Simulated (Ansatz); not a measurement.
The start is a generated cell, SnO2 placed in the marcasite structure type. A full variable-cell relaxation at zero pressure is run with r2SCAN (plane waves to 500 eV, PAW, scalar-relativistic; Ansatz, an electronic-structure program). First-step values are on the input's coarse k-mesh.

Ansatz input (later rounds restart from its end on a renewed k-mesh):
Ansatz 0.2 input:
```yaml
crystal:
  lattice:
    - [3.995051, 0, 0]
    - [0, 4.87593, 0]
    - [0, 0, 3.043883]
  atoms:
    - { symbol: Sn, position: [0, 0, 0] }
    - { symbol: Sn, position: [0.5, 0.5, 0.5] }
    - { symbol: O, position: [0.2004, 0.3787, 0] }
    - { symbol: O, position: [0.7004, 0.1213, 0.5] }
    - { symbol: O, position: [0.2996, 0.8787, 0.5] }
    - { symbol: O, position: [0.7996, 0.6213, 0] }
basis: { ecutwfc: 500, ecutrho_ratio: 4, xc_grid: 4, fft_grid_basis: typed }
kpoints: { mp_grid: { grid: [6, 5, 8] } }
hamiltonian:
  xc: r2scan
  dispersion: none
  pseudopotentials: { azcp: { folder: ./paw }, kind: paw }
scf: { occupations: { method: fermi_dirac, width: 0.05 } }
relax: { f_tol: 0.01, max_steps: 100, cell: { stress_tol: 0.02 } }
output: { forces: true, stress: true }
```

Q: How large is the pressure on the unrelaxed cell, and of which sign?

A: +44.9 GPa (positive: the cell is compressed).

Q: Which atoms feel the largest initial force, and how large is it?

A: 4.63 eV/Å, on O3, O4, O5, O6 (atoms numbered as listed).

Q: Does the structure survive the relaxation? Give the final space group.

A: The space group goes from Pnnm (No. 58) to P4₂/mnm (No. 136); the end is rutile type, with 6 atoms in the primitive cell.

Q: How does the volume change?

A: +22.2 %, from 9.88 to 12.08 Å³/atom.

Q: How do the shortest distances between atoms change?

A: The closest pairs of elements (up to four, under 3.6 Å), start → end: O–O 1.99 → 2.61 Å; O–Sn 2.01 → 2.06 Å; Sn–Sn 3.04 → 3.20 Å.

Q: What band gap does the relaxed structure have at this level?

A: 1.79 eV, direct at Γ (no spin-orbit coupling).

Q: Give the final cell and atomic positions.

A: 
```cif
data_O4Sn2
_chemical_formula_sum 'Sn2 O4'
_space_group_name_H-M_alt 'P42/mnm'
_space_group_IT_number 136
_space_group_name_Hall '-P 4n 2n'
_cell_length_a 4.75847
_cell_length_b 4.75847
_cell_length_c 3.20017
_cell_angle_alpha 90.000
_cell_angle_beta 90.000
_cell_angle_gamma 90.000
loop_
_atom_site_label
_atom_site_type_symbol
_atom_site_symmetry_multiplicity
_atom_site_Wyckoff_symbol
_atom_site_fract_x
_atom_site_fract_y
_atom_site_fract_z
_atom_site_occupancy
Sn1 Sn 2 a 0.00000 0.00000 0.00000 1
O1 O 4 g 0.19410 0.19410 0.50000 1
```

Final values are on a 7×7×10 k-mesh of the relaxed cell. No spin polarisation in the result.

The run could not lose the symmetry of its start; a randomly shaken copy of 12 atoms returns to this structure.
